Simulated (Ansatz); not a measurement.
BN:
```cif
data_B2N2
_chemical_formula_sum 'B2 N2'
_space_group_name_H-M_alt 'P63/mmc'
_space_group_IT_number 194
_space_group_name_Hall '-P 6c 2c'
_cell_length_a 2.50502
_cell_length_b 2.50502
_cell_length_c 6.66458
_cell_angle_alpha 90.000
_cell_angle_beta 90.000
_cell_angle_gamma 120.000
loop_
_atom_site_label
_atom_site_type_symbol
_atom_site_symmetry_multiplicity
_atom_site_Wyckoff_symbol
_atom_site_fract_x
_atom_site_fract_y
_atom_site_fract_z
_atom_site_occupancy
B1 B 2 b 0.00000 0.00000 0.25000 1
N1 N 2 d 0.66667 0.33333 0.25000 1
```

Relaxed with PBE+D3(BJ).

Task: Which orbitals make up the states near the band edges in the program Ansatz at the PBE+D3(BJ) level (PAW)?

Result: Top 1 eV of the valence band: N 2p 88 %, B 2p 11 %. Bottom 1 eV of the conduction band: B 2p 84 %, N 2p 14 %. Projections are on Löwdin-orthogonalised atomic valence shells; empty p or d shells of many metals are not among them.

Task: Tabulate the density of states.

Result: States/eV per cell of 4 atoms, in 0.25 eV bins, energy from the valence-band maximum.

```csv
E (eV),total,N 2p,B 2p,B 2s
-7.89,1.58,1.00,0.33,0.19
-7.64,0.90,0.58,0.15,0.13
-7.39,0.75,0.48,0.12,0.10
-7.14,0.74,0.48,0.11,0.11
-6.89,0.87,0.57,0.12,0.14
-6.64,0.90,0.59,0.13,0.14
-6.39,0.93,0.60,0.15,0.13
-6.14,0.98,0.63,0.19,0.13
-5.89,1.12,0.70,0.25,0.12
-5.64,1.22,0.76,0.30,0.11
-5.39,1.35,0.84,0.36,0.11
-5.14,1.48,0.92,0.41,0.10
-4.89,1.63,1.02,0.47,0.10
-4.64,1.60,1.01,0.47,0.08
-4.39,1.89,1.21,0.57,0.07
-4.14,2.80,1.80,0.89,0.07
-3.89,2.03,1.32,0.63,0.05
-3.64,1.68,1.11,0.50,0.05
-3.39,1.66,1.10,0.49,0.04
-3.14,1.62,1.09,0.48,0.03
-2.89,1.58,1.08,0.46,0.03
-2.64,1.55,1.07,0.44,0.02
-2.39,1.46,1.03,0.40,0.01
-2.14,1.42,1.02,0.38,0.01
-1.89,1.43,1.06,0.36,0.01
-1.64,1.46,1.10,0.35,0.00
-1.39,1.30,1.01,0.28,0.00
-1.14,1.23,1.00,0.22,0.00
-0.89,1.62,1.36,0.25,0.00
-0.64,1.12,0.97,0.14,0.00
-0.39,0.81,0.74,0.07,0.00
-0.14,0.63,0.60,0.03,0.00
0.11,0.03,0.03,0.00,0.00
0.36,0.00,0.00,0.00,0.00
0.61,0.00,0.00,0.00,0.00
0.86,0.00,0.00,0.00,0.00
1.11,0.00,0.00,0.00,0.00
1.36,0.00,0.00,0.00,0.00
1.61,0.00,0.00,0.00,0.00
1.86,0.00,0.00,0.00,0.00
2.11,0.00,0.00,0.00,0.00
2.36,0.00,0.00,0.00,0.00
2.61,0.00,0.00,0.00,0.00
2.86,0.00,0.00,0.00,0.00
3.11,0.00,0.00,0.00,0.00
3.36,0.00,0.00,0.00,0.00
3.61,0.01,0.00,0.01,0.00
3.86,0.11,0.01,0.10,0.00
4.11,0.26,0.02,0.23,0.00
4.36,0.66,0.10,0.54,0.00
4.61,0.82,0.13,0.66,0.00
4.86,0.70,0.11,0.55,0.00
5.11,0.81,0.13,0.65,0.00
5.36,0.88,0.13,0.67,0.02
5.61,1.03,0.15,0.77,0.03
5.86,1.18,0.16,0.88,0.03
6.11,0.94,0.16,0.62,0.04
6.36,0.85,0.16,0.52,0.04
6.61,0.83,0.17,0.47,0.04
6.86,0.83,0.17,0.45,0.05
7.11,0.94,0.20,0.46,0.07
7.36,1.07,0.22,0.49,0.09
7.61,0.95,0.20,0.44,0.08
7.86,0.85,0.21,0.39,0.06
8.11,0.45,0.13,0.21,0.02
8.36,0.54,0.16,0.24,0.03
```

Space group P6_3/mmc. The first step of the workflow began from a Materials Project structure, measured or hypothetical. Its sites differ from those of the usual phase in this space group: another stacking or structure type. The PBE+D3(BJ) relaxation kept the symmetry of its start; whether a distortion lowers the energy is not shown.

Potentials: the earlier of the program's two PAW sets.
